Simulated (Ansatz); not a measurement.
**Mg₅NiS₆: rattling a relaxed structure**

The cell was found from a structure generator's guess, not taken from experiment.

Method: Ansatz, DFT PBE, scalar-relativistic, plane waves, PAW. Plane waves to 420 eV, a k mesh through Γ of 10×10×4 on the computed 12-atom cell and Gaussian smearing (0.10 eV); no spin polarisation.

The cell below (12 atoms, space group P4/mmm (No. 123)) is relaxed within its symmetry.

```
CELL_PARAMETERS angstrom
3.65730 0.00000 0.00000
0.00000 3.65730 0.00000
0.00000 0.00000 15.34856
ATOMIC_POSITIONS crystal
Mg 0.00000 0.00000 0.65932
Mg 0.50000 0.50000 0.82766
Mg 0.00000 0.00000 0.00000
Mg 0.50000 0.50000 0.17234
Mg 0.00000 0.00000 0.34068
Ni 0.50000 0.50000 0.50000
S 0.00000 0.00000 0.82893
S 0.50000 0.50000 0.00000
S 0.00000 0.00000 0.17107
S 0.50000 0.50000 0.34664
S 0.00000 0.00000 0.50000
S 0.50000 0.50000 0.65336
```

For the test it was strained at random (σ = 1.5 % a component), the atoms were moved at random (σ = 0.05 Å), and all was relaxed again on a coarse 6×6×2 mesh (in the run’s order of axes) with 0.20 eV smearing, with no symmetry imposed.

No Hubbard U is applied to the 3d shell of Ni. Trial moments died out on the coarse mesh, so the last step has no spin; another magnetic start might hold.

Question: Does it come back?

Answer: It returns, within 1 meV/atom of the unmoved cell on that mesh and with the same symmetry when read at 0.1 Å. No instability shows in this cell; modes of other wave vectors, which need another repeat, aren't tested.
